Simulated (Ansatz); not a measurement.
# Eigenvalues along a path: Cs (bcc type)

```
CELL_PARAMETERS angstrom
-3.07716 3.07716 3.07716
3.07716 -3.07716 3.07716
3.07716 3.07716 -3.07716
ATOMIC_POSITIONS crystal
Cs 0.00000 0.00000 0.00000
```

The base cell comes from a relaxation on PAW files under the same functional.

All numbers are PBE results (scalar-relativistic) from Ansatz 0.2.0, with a Γ-centred 9×9×9 k mesh, Fermi–Dirac smearing of 0.05 eV, no spin polarisation. Methods: LAPW: all electrons, basis error target 1 meV/atom.

Spin–orbit coupling is left out, which matters for the heavy atoms.

Path points, in fractions of the reciprocal vectors: Γ (0.000, 0.000, 0.000), H (0.500, -0.500, 0.500), N (0.000, 0.000, 0.500), P (0.250, 0.250, 0.250). The distance column jumps between branches of the path. Levels in eV from the Fermi level; bands 6 to 12, counted from the lowest band of the run. The gap is zero, the pressure 0.00 GPa.

```
# k(1/Å) point b6 b7 b8 b9 b10 b11 b12
0.000 Γ -23.86 -10.61 -10.61 -10.61 -1.67 2.48 2.48
0.146 - -23.86 -10.62 -10.62 -10.62 -1.55 2.41 2.41
0.292 - -23.86 -10.64 -10.63 -10.63 -1.23 2.27 2.27
0.438 - -23.86 -10.67 -10.65 -10.65 -0.74 1.79 2.21
0.583 - -23.86 -10.69 -10.67 -10.67 -0.15 1.30 2.27
0.729 - -23.86 -10.70 -10.69 -10.69 0.39 0.95 2.48
0.875 - -23.85 -10.70 -10.70 -10.70 0.63 0.73 2.66
1.021 H -23.85 -10.71 -10.71 -10.71 0.66 0.66 2.96
1.124 - -23.85 -10.71 -10.70 -10.70 0.66 0.68 2.66
1.227 - -23.85 -10.71 -10.70 -10.69 0.69 0.73 2.20
1.330 - -23.86 -10.72 -10.69 -10.67 0.69 0.72 1.97
1.433 - -23.86 -10.73 -10.67 -10.65 0.49 0.77 2.04
1.537 - -23.86 -10.74 -10.66 -10.63 0.26 0.81 1.82
1.640 - -23.86 -10.74 -10.66 -10.62 0.10 0.84 1.69
1.743 N -23.86 -10.74 -10.66 -10.61 0.04 0.86 1.64
1.846 - -23.86 -10.74 -10.65 -10.61 -0.13 0.98 1.67
1.949 - -23.86 -10.72 -10.65 -10.61 -0.48 1.24 1.76
2.052 - -23.86 -10.69 -10.64 -10.61 -0.85 1.55 1.90
2.155 - -23.86 -10.66 -10.63 -10.61 -1.19 1.90 2.07
2.259 - -23.86 -10.64 -10.62 -10.61 -1.45 2.23 2.26
2.362 - -23.86 -10.62 -10.61 -10.61 -1.61 2.42 2.43
2.465 Γ -23.86 -10.61 -10.61 -10.61 -1.67 2.48 2.48
2.591 - -23.86 -10.62 -10.61 -10.61 -1.58 2.39 2.39
2.717 - -23.86 -10.65 -10.62 -10.62 -1.34 2.11 2.11
2.844 - -23.86 -10.68 -10.62 -10.62 -0.96 1.76 1.76
2.970 - -23.86 -10.71 -10.63 -10.63 -0.48 1.45 1.45
3.096 - -23.86 -10.71 -10.65 -10.65 0.08 1.23 1.23
3.223 - -23.86 -10.70 -10.66 -10.66 0.63 1.08 1.08
3.349 P -23.86 -10.68 -10.68 -10.68 0.98 0.98 0.98
3.475 - -23.86 -10.69 -10.69 -10.65 0.93 0.93 0.94
3.602 - -23.86 -10.70 -10.70 -10.63 0.84 0.90 0.90
3.728 - -23.86 -10.71 -10.71 -10.63 0.86 0.86 0.93
3.854 - -23.86 -10.71 -10.71 -10.65 0.81 0.81 1.26
3.980 - -23.85 -10.71 -10.71 -10.67 0.74 0.74 1.80
4.107 - -23.85 -10.71 -10.71 -10.70 0.68 0.68 2.49
4.233 H -23.85 -10.71 -10.71 -10.71 0.66 0.66 2.96
5.117 P -23.86 -10.68 -10.68 -10.68 0.98 0.98 0.98
5.190 - -23.86 -10.69 -10.67 -10.66 0.90 0.93 1.06
5.263 - -23.86 -10.70 -10.67 -10.65 0.71 0.89 1.16
5.336 - -23.86 -10.72 -10.67 -10.64 0.49 0.87 1.28
5.409 - -23.86 -10.73 -10.66 -10.63 0.31 0.86 1.40
5.482 - -23.86 -10.74 -10.66 -10.62 0.16 0.85 1.52
5.555 - -23.86 -10.74 -10.66 -10.61 0.07 0.86 1.61
5.628 N -23.86 -10.74 -10.66 -10.61 0.04 0.86 1.64
```
